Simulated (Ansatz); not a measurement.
Input file for Ansatz (a quantum-chemistry and plane-wave program):

Ansatz 0.2 input:
```yaml
crystal:
  lattice:
    - [3.7732907791, 0.0, 0.0]
    - [-1.8866453896, 3.2677656706, 0.0]
    - [0.0, 0.0, 4.8164686183]
  atoms:
    - { symbol: Se, position: [0.3333333333, 0.6666666667, 0.2654608898] }
    - { symbol: Se, position: [0.6666666667, 0.3333333333, 0.7345391102] }
    - { symbol: Pt, position: [0.0, 0.0, 0.0] }
kpoints:
  mp_grid: { grid: [26, 26, 18] }
hamiltonian:
  xc: pbe
  dispersion: d3bj
  pseudopotentials: { kind: paw }
scf:
  occupations: { method: fermi_dirac, width: 0.1 }
elastic: { mode: relaxed_ion, stencil: two_point, amplitude: 0.005, f_tol: 0.0005 }
```

Output (shortened):

```
Pseudopotentials: kind: paw
Pseudopotential: Se, paw, valence charge 16
Pseudopotential: Pt, paw, valence charge 18
Functional definition: PBE
Crystal: 3 atoms, lattice volume = 59.388 Å³
Basis set: ecut = 420 eV, 1169 PW (Γ), exchange–correlation on 54×54×72 points (8 copies of the dense FFT grid, shifted against one another)
Bands: 30, of which v1, the nominal top of the filled ones, is band 25 counted from 1 (24 counted from 0)
Symmetry: 12 space group operations
Space group: P-3m1 (ITA 164), of the structure as read, at distance tolerance 3.9e-5 Å
k-points: 1148 of 12168
Initial wavefunctions: pseudopotential atomic-orbital guess
Eigensolver: davidson
Functional: x = pbe(κ = 0.804, μ = 0.2195149727645171), c = pbe(β = 0.06672455060314922)
all-band conjugate gradients solve this SCF's bands
SCF 1 converged in 10 iterations: F = -23463.745234 eV  dr2 = 5.43e-15
relax step   1: F+E_penalty+E_count = -23463.74523445 eV  Δ(F+E_penalty+E_count) = +0.000e0 eV  max|allowed force component| = 7.518e-3 eV/Å  Δτ_max = 0.0000 Å  (10 SCF iters, accepted)
Crystal: 3 atoms, lattice volume = 59.388 Å³
Initial density: handed on by an earlier stage of this run
Initial wavefunctions: pseudopotential atomic-orbital guess (no wavefunctions were taken with the density)
SCF 2 converged in 11 iterations: F = -23463.745234 eV  dr2 = 5.09e-15
relax step   2: F+E_penalty+E_count = -23463.74523381 eV  Δ(F+E_penalty+E_count) = +6.367e-7 eV  max|allowed force component| = 8.004e-3 eV/Å  Δτ_max = 0.0013 Å  (11 SCF iters, rejected (line search))
density extrapolation: transplant  |δρ|_rms = 4.487e-2 e/Å³  SAD shift = 4.310e-3 e/Å³
Crystal: 3 atoms, lattice volume = 59.388 Å³
Initial wavefunctions: those handed on with the density
SCF 3 converged in 7 iterations: F = -23463.745239 eV  dr2 = 2.72e-14
relax step   3: F+E_penalty+E_count = -23463.74523915 eV  Δ(F+E_penalty+E_count) = -4.704e-6 eV  max|allowed force component| = 4.447e-6 eV/Å  Δτ_max = 0.0006 Å  (7 SCF iters, accepted)
Crystal: 3 atoms, lattice volume = 59.388 Å³
SCF 4 converged in 8 iterations: F = -23463.745239 eV  dr2 = 8.88e-14
Crystal: 3 atoms, lattice volume = 59.091 Å³
Symmetry: 4 space group operations
k-points: 3174 of 12168
SCF 5 converged in 11 iterations: F = -23463.744165 eV  dr2 = 1.17e-14
relax step   1: F+E_penalty+E_count = -23463.74416474 eV  Δ(F+E_penalty+E_count) = +0.000e0 eV  max|allowed force component| = 4.904e-2 eV/Å  Δτ_max = 0.0000 Å  (11 SCF iters, accepted)
density extrapolation: transplant  |δρ|_rms = 4.505e-2 e/Å³  SAD shift = 2.772e-2 e/Å³
Crystal: 3 atoms, lattice volume = 59.091 Å³
SCF 6 converged in 8 iterations: F = -23463.744400 eV  dr2 = 6.77e-14
relax step   2: F+E_penalty+E_count = -23463.74440017 eV  Δ(F+E_penalty+E_count) = -2.354e-4 eV  max|allowed force component| = 1.027e-2 eV/Å  Δτ_max = 0.0043 Å  (8 SCF iters, accepted)
density extrapolation: transplant  |δρ|_rms = 4.500e-2 e/Å³  SAD shift = 4.841e-3 e/Å³
Crystal: 3 atoms, lattice volume = 59.091 Å³
SCF 7 converged in 7 iterations: F = -23463.744411 eV  dr2 = 3.86e-14
relax step   3: F+E_penalty+E_count = -23463.74441135 eV  Δ(F+E_penalty+E_count) = -1.118e-5 eV  max|allowed force component| = 4.917e-3 eV/Å  Δτ_max = 0.0007 Å  (7 SCF iters, accepted)
density extrapolation: transplant  |δρ|_rms = 4.500e-2 e/Å³  SAD shift = 4.499e-3 e/Å³
Crystal: 3 atoms, lattice volume = 59.091 Å³
SCF 8 converged in 7 iterations: F = -23463.744415 eV  dr2 = 4.70e-14
relax step   4: F+E_penalty+E_count = -23463.74441490 eV  Δ(F+E_penalty+E_count) = -3.549e-6 eV  max|allowed force component| = 8.508e-5 eV/Å  Δτ_max = 0.0007 Å  (7 SCF iters, accepted)
Crystal: 3 atoms, lattice volume = 59.091 Å³
SCF 9 converged in 6 iterations: F = -23463.744415 eV  dr2 = 3.05e-14
Crystal: 3 atoms, lattice volume = 59.685 Å³
Basis set: ecut = 420 eV, 1193 PW (Γ), exchange–correlation on 54×54×72 points (8 copies of the dense FFT grid, shifted against one another)
SCF 10 converged in 11 iterations: F = -23463.744063 eV  dr2 = 2.90e-14
relax step   1: F+E_penalty+E_count = -23463.74406322 eV  Δ(F+E_penalty+E_count) = +0.000e0 eV  max|allowed force component| = 4.718e-2 eV/Å  Δτ_max = 0.0000 Å  (11 SCF iters, accepted)
density extrapolation: transplant  |δρ|_rms = 4.471e-2 e/Å³  SAD shift = 2.899e-2 e/Å³
Crystal: 3 atoms, lattice volume = 59.685 Å³
SCF 11 converged in 8 iterations: F = -23463.744299 eV  dr2 = 8.89e-14
relax step   2: F+E_penalty+E_count = -23463.74429920 eV  Δ(F+E_penalty+E_count) = -2.360e-4 eV  max|allowed force component| = 2.997e-3 eV/Å  Δτ_max = 0.0045 Å  (8 SCF iters, accepted)
density extrapolation: transplant  |δρ|_rms = 4.474e-2 e/Å³  SAD shift = 1.766e-3 e/Å³
Crystal: 3 atoms, lattice volume = 59.685 Å³
SCF 12 converged in 7 iterations: F = -23463.744300 eV  dr2 = 8.80e-15
relax step   3: F+E_penalty+E_count = -23463.74430003 eV  Δ(F+E_penalty+E_count) = -8.302e-7 eV  max|allowed force component| = 1.541e-5 eV/Å  Δτ_max = 0.0003 Å  (7 SCF iters, accepted)
Crystal: 3 atoms, lattice volume = 59.685 Å³
SCF 13 converged in 8 iterations: F = -23463.744300 eV  dr2 = 8.27e-15
Crystal: 3 atoms, lattice volume = 59.091 Å³
SCF 14 converged in 11 iterations: F = -23463.744624 eV  dr2 = 9.96e-15
relax step   1: F+E_penalty+E_count = -23463.74462427 eV  Δ(F+E_penalty+E_count) = +0.000e0 eV  max|allowed force component| = 5.511e-2 eV/Å  Δτ_max = 0.0000 Å  (11 SCF iters, accepted)
density extrapolation: transplant  |δρ|_rms = 4.494e-2 e/Å³  SAD shift = 2.973e-2 e/Å³
Crystal: 3 atoms, lattice volume = 59.091 Å³
SCF 15 converged in 8 iterations: F = -23463.744873 eV  dr2 = 7.53e-14
relax step   2: F+E_penalty+E_count = -23463.74487330 eV  Δ(F+E_penalty+E_count) = -2.490e-4 eV  max|allowed force component| = 7.611e-4 eV/Å  Δτ_max = 0.0046 Å  (8 SCF iters, accepted)
density extrapolation: transplant  |δρ|_rms = 4.489e-2 e/Å³  SAD shift = 4.050e-4 e/Å³
Crystal: 3 atoms, lattice volume = 59.091 Å³
SCF 16 converged in 6 iterations: F = -23463.744873 eV  dr2 = 6.48e-15
relax step   3: F+E_penalty+E_count = -23463.74487335 eV  Δ(F+E_penalty+E_count) = -4.775e-8 eV  max|allowed force component| = 2.875e-6 eV/Å  Δτ_max = 0.0001 Å  (6 SCF iters, accepted)
Crystal: 3 atoms, lattice volume = 59.091 Å³
SCF 17 converged in 7 iterations: F = -23463.744873 eV  dr2 = 8.72e-15
Crystal: 3 atoms, lattice volume = 59.685 Å³
SCF 18 converged in 11 iterations: F = -23463.744765 eV  dr2 = 7.10e-15
relax step   1: F+E_penalty+E_count = -23463.74476494 eV  Δ(F+E_penalty+E_count) = +0.000e0 eV  max|allowed force component| = 5.498e-2 eV/Å  Δτ_max = 0.0000 Å  (11 SCF iters, accepted)
density extrapolation: transplant  |δρ|_rms = 4.482e-2 e/Å³  SAD shift = 2.922e-2 e/Å³
Crystal: 3 atoms, lattice volume = 59.685 Å³
SCF 19 converged in 8 iterations: F = -23463.745020 eV  dr2 = 7.72e-14
relax step   2: F+E_penalty+E_count = -23463.74502048 eV  Δ(F+E_penalty+E_count) = -2.555e-4 eV  max|allowed force component| = 1.341e-3 eV/Å  Δτ_max = 0.0045 Å  (8 SCF iters, accepted)
density extrapolation: transplant  |δρ|_rms = 4.487e-2 e/Å³  SAD shift = 7.306e-4 e/Å³
Crystal: 3 atoms, lattice volume = 59.685 Å³
SCF 20 converged in 6 iterations: F = -23463.745021 eV  dr2 = 2.10e-14
relax step   3: F+E_penalty+E_count = -23463.74502063 eV  Δ(F+E_penalty+E_count) = -1.513e-7 eV  max|allowed force component| = 5.641e-6 eV/Å  Δτ_max = 0.0001 Å  (6 SCF iters, accepted)
Crystal: 3 atoms, lattice volume = 59.685 Å³
SCF 21 converged in 7 iterations: F = -23463.745021 eV  dr2 = 1.06e-14
Crystal: 3 atoms, lattice volume = 59.388 Å³
Basis set: ecut = 420 eV, 1177 PW (Γ), exchange–correlation on 54×54×72 points (8 copies of the dense FFT grid, shifted against one another)
SCF 22 converged in 10 iterations: F = -23463.744822 eV  dr2 = 8.85e-14
relax step   1: F+E_penalty+E_count = -23463.74482195 eV  Δ(F+E_penalty+E_count) = +0.000e0 eV  max|allowed force component| = 3.931e-2 eV/Å  Δτ_max = 0.0000 Å  (10 SCF iters, accepted)
density extrapolation: transplant  |δρ|_rms = 4.488e-2 e/Å³  SAD shift = 1.588e-2 e/Å³
Crystal: 3 atoms, lattice volume = 59.388 Å³
SCF 23 converged in 8 iterations: F = -23463.744971 eV  dr2 = 1.13e-14
relax step   2: F+E_penalty+E_count = -23463.74497089 eV  Δ(F+E_penalty+E_count) = -1.489e-4 eV  max|allowed force component| = 2.132e-2 eV/Å  Δτ_max = 0.0025 Å  (8 SCF iters, accepted)
density extrapolation: transplant  |δρ|_rms = 4.488e-2 e/Å³  SAD shift = 1.886e-2 e/Å³
Crystal: 3 atoms, lattice volume = 59.388 Å³
SCF 24 converged in 8 iterations: F = -23463.745034 eV  dr2 = 1.33e-14
relax step   3: F+E_penalty+E_count = -23463.74503355 eV  Δ(F+E_penalty+E_count) = -6.266e-5 eV  max|allowed force component| = 2.671e-4 eV/Å  Δτ_max = 0.0029 Å  (8 SCF iters, accepted)
Crystal: 3 atoms, lattice volume = 59.388 Å³
SCF 25 converged in 7 iterations: F = -23463.745034 eV  dr2 = 6.18e-14
Crystal: 3 atoms, lattice volume = 59.388 Å³
SCF 26 converged in 10 iterations: F = -23463.744826 eV  dr2 = 8.78e-14
relax step   1: F+E_penalty+E_count = -23463.74482605 eV  Δ(F+E_penalty+E_count) = +0.000e0 eV  max|allowed force component| = 3.867e-2 eV/Å  Δτ_max = 0.0000 Å  (10 SCF iters, accepted)
density extrapolation: transplant  |δρ|_rms = 4.488e-2 e/Å³  SAD shift = 3.449e-2 e/Å³
Crystal: 3 atoms, lattice volume = 59.388 Å³
SCF 27 converged in 8 iterations: F = -23463.745035 eV  dr2 = 6.75e-14
relax step   2: F+E_penalty+E_count = -23463.74503512 eV  Δ(F+E_penalty+E_count) = -2.091e-4 eV  max|allowed force component| = 1.124e-3 eV/Å  Δτ_max = 0.0053 Å  (8 SCF iters, accepted)
density extrapolation: transplant  |δρ|_rms = 4.488e-2 e/Å³  SAD shift = 7.160e-4 e/Å³
Crystal: 3 atoms, lattice volume = 59.388 Å³
SCF 28 converged in 6 iterations: F = -23463.745035 eV  dr2 = 1.88e-14
relax step   3: F+E_penalty+E_count = -23463.74503525 eV  Δ(F+E_penalty+E_count) = -1.286e-7 eV  max|allowed force component| = 1.240e-5 eV/Å  Δτ_max = 0.0001 Å  (6 SCF iters, accepted)
Crystal: 3 atoms, lattice volume = 59.388 Å³
SCF 29 converged in 6 iterations: F = -23463.745035 eV  dr2 = 9.44e-14
SCF converged after 8 iterations
Stability not checked: this state was not tested for a lower state beside it, because too few of the mixer's solves of this state at the end of the SCF gave a …
Free energy (F): -23463.745239 eV
Harris-Foulkes:  -23463.745239 eV  (|F-HF|=0.00e0)
Internal energy: -23463.720652 eV  (E = F + TS)
E sigma→0 (E₀):  -23463.732945 eV
Entropy (-TS):   -0.024587 eV (-8.196 meV/atom)
Fermi energy:    13.616675 eV
--- Per-component energies (eV) ---
  E_band       = -936.331090
  E_kinetic    = 874.612140
  E_local      = -6469.703944  (includes V_loc(G=0)·N_el)
  E_nonlocal   = -989.872798
  E_hartree    = 3001.297081
  E_xc         = -470.707467
  E_vxc        = -499.990860  (∫ρ·V_xc dr)
  E_paw        = -13278.260669  (= ΣΔE_a)
  E_vpaw       = 146.031227  (= ΣTr[D̂ρ^β])
  E_aug_tail   = -0.001005  (compensation charges beyond the density's cutoff)
  E_ewald      = -6129.613013
  E_disp       = -1.470976  (pairwise vdW)
  E_smearing   = -0.024587  (= −TS)
  E_closure    =  0.000000  (closes the sum)
  Σ components = -23463.745239   (vs F -23463.745239, Δ=0.00e0)
--- Forces (eV/Å), atoms counted from 1 ---
  atom   1  Se     0.00000000     0.00000000    -0.00000442
  atom   2  Se     0.00000000     0.00000000     0.00000442
  atom   3  Pt     0.00000000     0.00000000     0.00000000
  max |Σ_I F_I| component: 2.31e-18 eV/Å
--- Stress (GPa, compression-positive) ---
       -0.034120       0.000000       0.000000
        0.000000      -0.034120       0.000000
        0.000000       0.000000       0.035791
  P = ⅓ Tr σ = -0.0108 GPa (-0.108 kbar)
  The stress holds the Pulay correction. Without it, at fixed plane waves, as pw.x and ABINIT print it: P = -0.0436 GPa
  The stress includes an estimate of the error left by incomplete SCF convergence (largest component  0.0000 GPa; it does not cover the PAW one-centre terms).
--- Band table (eV; the first three rows and the last of 1148) ---
  k-point 0: bands = ["-85.6701", "-39.9188", "-39.9188", "-39.8263", "-34.8956", "-34.8956", "-34.8929", "-34.8929", "-34.8879", "-34.8879", "-34.8825", "-34.8825", "-34.8819", "-34.8812", "-2.0163", "1.0914", "6.5418", "7.4325", "7.4325", "9.8777", …
  k-point 1: bands = ["-85.6701", "-39.9188", "-39.9188", "-39.8262", "-34.8956", "-34.8956", "-34.8930", "-34.8930", "-34.8879", "-34.8879", "-34.8826", "-34.8826", "-34.8820", "-34.8812", "-2.0011", "1.0505", "6.5953", "7.4355", "7.4355", "9.8757", …
  k-point 2: bands = ["-85.6701", "-39.9188", "-39.9188", "-39.8263", "-34.8955", "-34.8955", "-34.8930", "-34.8930", "-34.8878", "-34.8878", "-34.8827", "-34.8827", "-34.8820", "-34.8811", "-1.9557", "0.9333", "6.7497", "7.4442", "7.4442", "9.8700", …
  k-point 1147: bands = ["-85.6699", "-39.9251", "-39.9244", "-39.8257", "-34.8942", "-34.8941", "-34.8938", "-34.8938", "-34.8865", "-34.8858", "-34.8857", "-34.8852", "-34.8809", "-34.8808", "0.0402", "0.0961", "7.1745", "7.2532", "7.7779", "9.1205", …
  band table: 30 of 30 bands, residual norms ≤ 1.0e-3 eV
--- Elastic constants: 3 strain directions × 2 members + reference (group order 12) ---
  dense FFT box of the reference and of every strained cell: 27×27×36
  strains applied: 11, 33, 23; error gains …
  pairwise dispersion correction: d3bj (s6 = 1.0, s8 = 0.7875, a1 = 0.4289, a2_bohr = 4.4407), with the weights of each atom's references fixed at the …
  reference relaxed by the batch: 3 steps …
  largest displacement 6.3e-4 Å; the constants are those of the deck's cell at these positions:
  atoms:
    - { symbol: Se, position: [0.3333333333333333, 0.6666666666666666, 0.2655909050256099] }
    - { symbol: Se, position: [0.6666666666666666, 0.3333333333333333, 0.73440909497439] }
    - { symbol: Pt, position: [0.0, 0.0, 0.0] }
  C = ∂σ_k/∂η_j (tension-positive GPa; Voigt order 11 22 33 23 13 12):
       190.323     61.248     42.758    -24.333      0.000      0.000
        61.248    190.323     42.758     24.333      0.000      0.000
        42.824     42.824     63.105      0.000      0.000      0.000
       -24.343     24.343      0.000     44.096      0.000      0.000
         0.000      0.000      0.000      0.000     44.096    -24.343
         0.000      0.000      0.000      0.000    -24.333     64.537
  reference stress σ⁰ (GPa):      0.034      0.034     -0.036      0.000      0.000      0.000
  moduli (Voigt/Reuss/Hill, GPa): K = 81.93/59.11/70.52   G = 50.34/36.59/43.46   E = 108.17   ν = 0.244
  mechanically stable: yes (min eigenvalue of sym C = 27.92 GPa)
  strain η (Voigt 11):  stress-route row diagonal C_11 = 190.32 GPa, energy-path curvature d²(F+E_count+ΔE)/dδ²/Ω₀ = 190.31 GPa
         δ    σ_11 (GPa)             F (eV)   n_scf  n_hpsi   n_pw
    -5.000e-3      -0.9269      -23463.7444149       6  1163845   1174   relax 4 steps, max|allowed force component| 8.51e-5 eV/Å
     5.000e-3       0.9763      -23463.7443000       8  1320143   1193   relax 3 steps, max|allowed force component| 1.54e-5 eV/Å
  strain η (Voigt 33):  stress-route row diagonal C_33 = 63.11 GPa, energy-path curvature d²(F+E_count+ΔE)/dδ²/Ω₀ = 63.05 GPa
         δ    σ_33 (GPa)             F (eV)   n_scf  n_hpsi   n_pw
    -5.000e-3      -0.3623      -23463.7448733       7  449535   1174   relax 3 steps, max|allowed force component| 2.88e-6 eV/Å
     5.000e-3       0.2688      -23463.7450206       7  515907   1187   relax 3 steps, max|allowed force component| 5.64e-6 eV/Å
  strain η (Voigt 23):  stress-route row diagonal C_44 = 44.10 GPa, energy-path curvature d²(F+E_count+ΔE)/dδ²/Ω₀ = 44.16 GPa
         δ    σ_23 (GPa)             F (eV)   n_scf  n_hpsi   n_pw
    -5.000e-3      -0.2216      -23463.7450336       7  1232663   1178   relax 3 steps, max|allowed force component| 2.67e-4 eV/Å
     5.000e-3       0.2193      -23463.7450352       6  1154533   1178   relax 3 steps, max|allowed force component| 1.24e-5 eV/Å
```

Cost: very roughly 60 core-minutes on shared cores.

Symmetry was held in the PBE+D3(BJ) relaxation; of distortions, only those at the zone centre were tested. The run is not spin-polarised. As this level gives no gap, shear constants depend on the k-mesh and smearing (Fermi–Dirac, 0.1 eV here). Scalar-relativistic: spin–orbit coupling is off unless named, which matters more the heavier the elements.

Potentials: the later of the program's two PAW sets.

Ansatz is a plane-wave DFT program.
